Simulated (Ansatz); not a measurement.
Recipe of this trial structure of Zr6BiC2: antiperovskite family, tilts a0a0a0, column order on A (P4/mmm, No. 123) (A site Bi vacant; B site C; X site Zr). The dimensions are guesses.

```
Zr Bi C
1.0
     6.60474    0.00000    0.00000
     0.00000    6.60474    0.00000
     0.00000    0.00000    4.67025
Zr Bi C
6 1 2
Direct
  0.25000 0.25000 0.00000
  0.25000 0.75000 0.00000
  0.00000 0.50000 0.50000
  0.75000 0.75000 0.00000
  0.75000 0.25000 0.00000
  0.50000 0.00000 0.50000
  0.50000 0.50000 0.50000
  0.00000 0.50000 0.00000
  0.50000 0.00000 0.00000
```

Computed with DFT PBE, scalar-relativistic, plane waves, PAW in Ansatz 0.2.0. Cutoff 420 eV, Gaussian smearing, Γ-centred meshes. Cell and atoms relax first on a coarse mesh and then on a finer one. In between, the cell is made exact in the group found at 0.06 Å. In metals the finer mesh still leaves noise of several meV/atom or more. The steps can't lower the symmetry of their start. No spin polarisation in the relaxation; trial moments died out in a coarse test.

A guess keeps its type if space group and coordination stay and the shape of the cell changes little (axis ratios within about 15 %, angles within 6°); the volume may change.

Q: Will the relaxed cell still be of the starting type?

A: It keeps its type. The symmetry stays P4/mmm (No. 123). The volume per atom shrinks by 6.6 %, from 22.6 to 21.1 Å³. The shortest distance goes from 2.34 Å (Zr–C) to 2.28 Å (Zr–C). The ratio c/a of the conventional cell changes by a factor of 1.01. Counting neighbours within 15 % of an atom's shortest distance, the start has Bi 12, C 6, Zr 2 and the end Bi 12, C 6, Zr 2.

The last run used a 6×6×8 mesh (in the run's order of axes) for its 9-atom cell and Gaussian smearing of 0.10 eV. These runs have no spin–orbit coupling, which can matter for Bi. A structure relaxed within its symmetry needn't be a true minimum.
